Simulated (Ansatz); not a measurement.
LaBr (R-3m); volume scaled by 0.9.

```
La Br
1.0
     1.99474    1.15167   10.26755
    -1.99474    1.15167   10.26755
     0.00000   -2.30333   10.26755
La Br
2 2
Direct
  0.88011 0.88011 0.88011
  0.11989 0.11989 0.11989
  0.60743 0.60743 0.60743
  0.39257 0.39257 0.39257
```

The reference geometry is a structure from the Materials Project; nothing is relaxed.

Settings: LDA, 8×8×8 k mesh, Fermi–Dirac smearing of 0.05 eV. PAW means Ansatz 0.2.0 on its default frozen-core files. Site moments are integrated in spheres about the atoms. Start moments (μB): La1 -1, La2 -1.

Iteration by iteration:

| iteration | Harris–Foulkes energy less the last (meV) | density residual (eV) | M (μB) | ∫|m| (μB) |
| --- | --- | --- | --- | --- |
| 1 | -25088.282 | 5.5e+02 | -2.7049 | 2.7056 |
| 2 | -6527.808 | 3.1e+01 | -0.3278 | 0.3388 |
| 3 | -4411.884 | 2.0e+01 | -0.3418 | 0.3471 |
| 4 | -1192.204 | 5.8e+00 | -0.5589 | 0.5633 |
| 5 | -400.085 | 1.8e+00 | -0.5704 | 0.5711 |
| 6 | 1.949 | 4.0e-01 | -0.5919 | 0.5919 |
| 7 | 15.156 | 2.4e-01 | -0.6323 | 0.6324 |
| 8 | 11.940 | 2.1e-02 | -0.8075 | 0.8076 |
| 9 | 4.534 | 6.7e-03 | -0.9443 | 0.9444 |
| 10 | 0.839 | 2.6e-03 | -1.0824 | 1.0825 |
| 11 | 0.125 | 4.4e-04 | -1.1768 | 1.1770 |
| 12 | 0.006 | 2.2e-05 | -1.2291 | 1.2292 |
| 13 | 0.000 | 1.1e-06 | -1.2367 | 1.2368 |
| 14 | 0.000 | 5.1e-08 | -1.2381 | 1.2382 |
| 15 | 0.000 | 2.6e-09 | -1.2382 | 1.2383 |

Site moments (μB): La1 -0.20, La2 -0.20, Br3 -0.02, Br4 -0.02. Cell moment -1.24 μB.

The PAW files were made with PBE; the program remakes their cores once for the run's functional and then keeps them frozen. The Ansatz runs typed with the search for lower states off end where their start leads. Spin–orbit coupling is left out although heavy atoms are present. None of this fixes the real material's magnetic order: only patterns that fit the cell were computed, at zero temperature, with a functional that can overstate moments.
